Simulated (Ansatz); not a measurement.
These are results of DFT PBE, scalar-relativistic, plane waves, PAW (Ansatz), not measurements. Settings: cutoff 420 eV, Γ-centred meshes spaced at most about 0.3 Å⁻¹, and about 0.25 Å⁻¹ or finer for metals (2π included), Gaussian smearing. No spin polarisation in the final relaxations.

Temperature and zero-point effects are left out.

Two relaxed structures of In₂GaP₃:

A.

```
CELL_PARAMETERS angstrom
3.92396 0.00000 0.00000
0.00000 3.92396 0.00000
0.00000 0.00000 9.84624
ATOMIC_POSITIONS crystal
In 0.00000 0.00000 0.50000
In 0.50000 0.50000 0.00000
Ga 0.00000 0.00000 0.00000
P 0.00000 0.00000 0.22636
P 0.00000 0.00000 0.77364
P 0.50000 0.50000 0.50000
```

B.

```
CELL_PARAMETERS angstrom
2.68508 1.55023 5.47456
-2.68508 1.55023 5.47456
0.00000 -3.10046 5.47456
ATOMIC_POSITIONS crystal
In 0.19099 0.19099 0.19099
In 0.80901 0.80901 0.80901
Ga 0.00000 0.00000 0.00000
P 0.50000 0.50000 0.00000
P 0.00000 0.50000 0.50000
P 0.50000 0.00000 0.50000
```

Question: Which is lower in energy, and by how much?

Answer: B is lower, by 0.38 eV/atom. A has space group P4/mmm (No. 123), 25.3 Å³/atom and no gap on its mesh; B has space group R-3m (No. 166), 22.8 Å³/atom and no gap. Counting P atoms around Ga and In (those within 1.25 times the shortest such distance or 1.15 times the sum of covalent radii; the shortest distance is added where it is long for a bond; a slash parts the counts of unlike sites), A has In 6/8 from 3.6 Å, Ga 2 and B has In 3, Ga 6. The denser one is the lower, and pressure would at first widen the difference. Even the lower one lies +0.31 eV/atom against the reference forms of the elements (uncorrected), so neither is stable at this level. Both come from invented guesses. A third cell relaxed alike, in Cmmm, lies 193 meV/atom below the lower of the two.

Cells relaxed within their symmetry can be saddle points.
